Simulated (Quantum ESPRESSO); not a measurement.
# How NMR parameters follow strain in Cl₂ (Cmce)

```
CELL_PARAMETERS angstrom
      3.26421    -2.05747     0.00000
      3.26421     2.05747     0.00000
      0.00000     0.00000     8.40240
ATOMIC_POSITIONS crystal
  Cl 0.88548 0.11452 0.60475
  Cl 0.11452 0.88548 0.39525
  Cl 0.61452 0.38548 0.10475
  Cl 0.38548 0.61452 0.89525
```
The cell comes from the Materials Project (a computed structure). It is Cl2 in Cmce; whether this form has been observed was not checked. Stability against distortions was not tested. Forces on the atoms reach 0.39 eV/Å at this level.

Isotropic strain: all lattice vectors are scaled together, so the volume changes by about three times as much; fractional positions kept.

Method: shieldings by GIPAW with PBE in a modified build of Quantum ESPRESSO, on JTH PAW datasets, 25 Ha, k-mesh 7×7×3 shifted, f-sum rule met within 0.008 %. Values are those of the named site's first atom. Shieldings are absolute and leave out the bulk-susceptibility term; a larger σ means a smaller chemical shift. By our sweeps, such settings leave a few ppm in absolute σ. The datasets of Cl hold no d projectors, which limits absolute σ on these atoms.

Unchanged cell: σ_iso Cl (ppm) = 488.1.

Problem. How do these values move along the path (lattice scale factor: 0.98, 1.02)?

Solution. 
```
lattice scale factor  σ_iso Cl (ppm)
--------------------  --------------
0.98                           559.4
1                              488.1
1.02                           405.8
```
